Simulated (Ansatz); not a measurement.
The relaxed structure here is a generated cell of ZnSiP2: the first start was made by placing the elements on the sites of a structure type, and the end was not matched to a known phase here, so it may be hypothetical.

The start is a generated cell, ZnSiP2 built in the beta-NaFeO2 structure type. The structure is fully relaxed (lattice and positions, P = 0) with r2SCAN (plane waves to 500 eV, PAW, scalar-relativistic; Ansatz, an electronic-structure program).

Ansatz input:
Ansatz 0.2 input:
```yaml
crystal:
  lattice:
    - [6.379623, 0, 0]
    - [0, 7.534131, 0]
    - [0, 0, 6.075497]
  atoms:
    - { symbol: Zn, position: [0.083, 0.625, 0] }
    - { symbol: Zn, position: [0.917, 0.375, 0.5] }
    - { symbol: Zn, position: [0.583, 0.875, 0] }
    - { symbol: Zn, position: [0.417, 0.125, 0.5] }
    - { symbol: Si, position: [0.078, 0.125, 0] }
    - { symbol: Si, position: [0.922, 0.875, 0.5] }
    - { symbol: Si, position: [0.578, 0.375, 0] }
    - { symbol: Si, position: [0.422, 0.625, 0.5] }
    - { symbol: P, position: [0.068, 0.112, 0.365] }
    - { symbol: P, position: [0.932, 0.888, 0.865] }
    - { symbol: P, position: [0.568, 0.388, 0.365] }
    - { symbol: P, position: [0.432, 0.612, 0.865] }
    - { symbol: P, position: [0.095, 0.64, 0.395] }
    - { symbol: P, position: [0.905, 0.36, 0.895] }
    - { symbol: P, position: [0.595, 0.86, 0.395] }
    - { symbol: P, position: [0.405, 0.14, 0.895] }
basis: { ecutwfc: 500, ecutrho_ratio: 4, xc_grid: 4, fft_grid_basis: typed }
kpoints: { mp_grid: { grid: [4, 4, 5] } }
hamiltonian:
  xc: r2scan
  dispersion: none
  pseudopotentials: { kind: paw }
scf: { occupations: { method: fermi_dirac, width: 0.05 } }
relax: { f_tol: 0.01, max_steps: 100, cell: { stress_tol: 0.02 } }
output: { forces: true, stress: true }
```

Problem. How large is the pressure on the unrelaxed cell, and of which sign?

Solution. +5.0 GPa (positive: the cell is compressed).

Problem. Which atoms feel the largest initial force, and how large is it?

Solution. 1.29 eV/Å, on P13, P14, P15, P16 (atoms numbered as listed).

Problem. By how much does the energy per atom fall from start to end?

Solution. 0.032 eV/atom.

Problem. How does the volume per atom move from start to end?

Solution. +3.8 %, from 18.25 to 18.95 Å³/atom.

Problem. What band gap does the relaxed structure have at this level?

Solution. 1.75 eV, direct at Γ (no spin-orbit coupling).

Problem. Give the final cell and atomic positions.

Solution. 
Space group Pna2₁ (No. 33); a = 6.4581 Å, b = 7.5671 Å, c = 6.2029 Å, α = β = γ = 90.00°

```tsv
atom	site	symmetry	x	y	z
Zn	4a	1	0.0877	0.6238	0.0044
Si	4a	1	0.0752	0.1262	0.0022
P	4a	1	0.0714	0.1185	0.3679
P	4a	1	0.0940	0.6317	0.3855
```

The space group stays Pna2₁ (No. 33) (the run could not lower it), with 16 atoms in the primitive cell. No spin polarisation in the result.

The run could not lose the symmetry of its start, so the end can be a saddle point.
